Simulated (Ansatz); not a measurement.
The slice is one period of a {100} plane through atoms; its size isn't given.

Level of theory: r2SCAN (plane waves to 500 eV, PAW, scalar-relativistic; Ansatz, a program for electronic structure). Near the nuclei the fields are pseudised (PAW); where an atom keeps semicore shells as valence, they peak there.

```
|9999999988663311000000000011336688999999|
|9999999977553311110000001111335577999999|
|9999998866442222111111111122224466889999|
|8888776655332222222233222222223355667788|
|6666554433333333334444443333333333445566|
|3333332222333344555555555544333322223333|
|1111112222334455666666666655443322221111|
|0000111122335566667777776666553322111100|
|0000001122445566777777777766554422110000|
|0000001133445566777777777766554433110000|
|0000001122445566777777777766554422110000|
|0000111122335566667777776666553322111100|
|1111112222334455666666666655443322221111|
|3333332222333344555555555544333322223333|
|6666554433333333334444443333333333445566|
|8888776655332222222233222222223355667788|
|9999998866442222111111111122224466889999|
|9999999977553311110000001111335577999999|
|9999999988663311000000000011336688999999|
|8899999988663311000000000011336688999999|
```
Scale: ten equal steps from -0.80 (start of '0') to 0.62 (end of '9'), in the order '0123456789'. Values: log₁₀ of the valence density in e/Å³. The map has 20 points along u (two characters each, u = 0 at the left) and 20 along v (v = 0 in the bottom row). The scale is logarithmic, as a density can span decades between atoms and voids.

```
|xxxxxx999977220000111111000022779999xxxx|
|xxxxxx999955110011333333110011559999xxxx|
|xx99999977331111336666663311113377999999|
|9999997744111133668888886633111144779999|
|7777553311114477889999998877441111335577|
|2222111111447799999999999999774411111122|
|00000011337799999988xx889999997733110000|
|0000113366889999xxxxxxxxxx99998866331100|
|0011336688999988xxxxxxxxxx88999988663311|
|11113366889999xxxxxxxxxxxxxx999988663311|
|0011336688999988xxxxxxxxxx88999988663311|
|0000113366889999xxxxxxxxxx99998866331100|
|00000011337799999988xx889999997733110000|
|2222111111447799999999999999774411111122|
|7777553311114477889999998877441111335577|
|9999997744111133668888886633111144779999|
|xx99999977331111336666663311113377999999|
|xxxxxx999955110011333333110011559999xxxx|
|xxxxxx999977220000111111000022779999xxxx|
|xxxxxxxx99772200000011000000227799xxxxxx|
```
Scale: ten equal steps from 0.09 (start of '0') to 0.82 (end of '9'), in the order '0123456789'. Values: electron localisation function (ELF). The map has 20 points along u (two characters each, u = 0 at the left) and 20 along v (v = 0 in the bottom row). Points within 0.5 Å of a nucleus are blanked (x), as the pseudised field means little there.

### Question
Which relaxed crystal do these maps come from?
A) PbTe (rock salt)
B) HfN (rock salt)
C) ZrC (rock salt)
D) PbSe (rock salt)

### Answer
C, ZrC (rock salt). Atoms on the slice: Zr at (0.00, 0.00); C at (0.50, 0.50)

All were relaxed with their symmetry unable to fall. HfN is run without spin polarisation. Spin-orbit coupling is left out. ZrC is run without spin polarisation.
